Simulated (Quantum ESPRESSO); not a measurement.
## MgGa3SP3 (convergence and cost over cutoff and k mesh)

Computed values, not a measurement. The program is pw.x of Quantum ESPRESSO 7.5 (plane-wave density functional theory). The cell is made up: 8 atoms on a zincblende/diamond lattice, with randomly drawn elements, strain and displacements, not relaxed. PseudoDojo standard norm-conserving files (v0.5 for PBE, v0.4.1 for LDA and PBEsol) set the functional; there is no spin polarisation, spin-orbit coupling or dispersion term, and the masses in the input are unused placeholders.

Input of the run in row 4:

```
&control calculation='scf', pseudo_dir='./dojo.nc.sr.pbe.v0_5.standard.upf', outdir='./o', disk_io='medium', tprnfor=.true., tstress=.true. /
&system ibrav=0, nat=8, ntyp=4, nbnd=41, ecutwfc=84.00895049, nosym=.true., tot_charge=0,
 occupations='smearing', smearing='fd', degauss=0.0018374661
/
&electrons conv_thr=7.350e-09, electron_maxstep=60, /
ATOMIC_SPECIES
Ga 1.0 Ga.upf
Mg 1.0 Mg.upf
P 1.0 P.upf
S 1.0 S.upf
CELL_PARAMETERS angstrom
5.6116 -0.0604 0.0356
-0.0604 5.5428 -0.0349
0.0356 -0.0349 5.5396
ATOMIC_POSITIONS angstrom
Mg -0.0254 -0.0278 -0.0079
Ga -0.0121 2.7652 2.796
Ga 2.8111 -0.0335 2.7535
Ga 2.7766 2.7525 -0.0002
S 1.4049 1.359 1.4139
P 1.3919 4.1288 4.1315
P 4.2247 1.2684 4.146
P 4.1864 4.1048 1.3747
K_POINTS automatic
4 4 4 1 1 1
```

The same cell was run at these settings. Meshes are shifted by half a step, and differences are from the last row, which is itself not exact.

| cutoff (eV) | k mesh | k points solved | threshold (eV) | free energy less the last row's (eV) | pressure (GPa) | largest stress difference (GPa) | largest force difference (eV/Å) | iterations | wall time (s) | k-point pools | processor |
| --- | --- | --- | --- | --- | --- | --- | --- | --- | --- | --- | --- |
| 800 | 2 x 2 x 2 | 4 | 1e-04 | 3.565 | -27.46 | 28.44 | 0.028 | 7 | 24 | 1 | AMD EPYC, Zen 5 class |
| 1143 | 1 x 1 x 1 | 1 | 1e-07 | 7.037 | 6.46 | 5.87 | 0.176 | 11 | 32 | 1 | AMD EPYC, Zen 5 class |
| 799 | 4 x 4 x 4 | 32 | 1e-07 | 3.280 | -28.16 | 29.05 | 0.008 | 10 | 144 | 1 | AMD EPYC, Zen 5 class |
| 1143 | 4 x 4 x 4 | 32 | 1e-07 | 0.006 | 0.85 | 0.00 | 0.002 | 10 | 295 | 1 | AMD EPYC, Zen 5 class |
| 1437 | 6 x 6 x 6 | 108 | 1e-07 | 0.000 | 0.85 | 0.00 | 0.000 | 10 | 1448 | 1 | AMD EPYC, Zen 5 class |

Each pool is one process. Wall times include start-up and a band step at six k points, which weighs most on the coarsest meshes. The runs were on shared virtual cores whose load varied, so times are rough.